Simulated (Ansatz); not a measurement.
# Zone-centre phonons of TiPd at 8 GPa: input and output

Level of theory: Ansatz 0.2.0, DFT LDA, scalar-relativistic, plane waves, PAW.

Launched with:
```bash
ansatz run input.yaml --threads 1 --pin off --max-ram 3072MiB --backend cpu --events-out ev --progress --plain --runs-dir out
```

Input (bare energies are in eV):
```yaml
crystal:
  lattice:
    - [3.0631644432, 0.0, 0.0]
    - [0.0, 3.0631644432, 0.0]
    - [0.0, 0.0, 3.0631644432]
  atoms:
    - { symbol: Ti, position: [0.5, 0.5, 0.5] }
    - { symbol: Pd, position: [0.0, 0.0, 0.0] }
basis:
  ecutwfc: 420
kpoints:
  mp_grid: { grid: [14, 14, 14] }
hamiltonian:
  xc: lda
scf:
  occupations: { method: fermi_dirac, width: 0.15 }
output:
  eigenvalues: true
phonons:
  method: dfpt
  eigenvectors: true
```

Results section of the output:
```
--- Phonons (Γ-DFPT): 2 representative perturbations + reference, on 288 of 2744 k-points (Σ response iterations 7) ---
  k mesh reduced under 8 symmetry operations, with k and −k counted as one. Each operation leaves every solved perturbation unchanged. A smaller set is not used because it would not reduce the number of displacements ...
  ASR residual: 1.525e-3 → 0.000e0 eV/Å²; symmetrization residual: 5.953e-6 eV/Å²
  ASR residual per site (eV/Å²): 1.52e-3 3.87e-4
  Γ frequencies (cm⁻¹): 0.00 0.00 0.00 193.75 193.75 193.75
  non-analytic LO–TO correction: not included (Born effective charges unavailable; polar crystals: no LO–TO splitting at Γ)
```

The run took 48 s on 1 thread of Arm Neoverse V1, on a shared host, peak memory 0.75 GiB.

In a metal, frequencies and elastic constants depend on the k mesh and the smearing, soft modes and shear constants most. Other phases may be more stable at this pressure.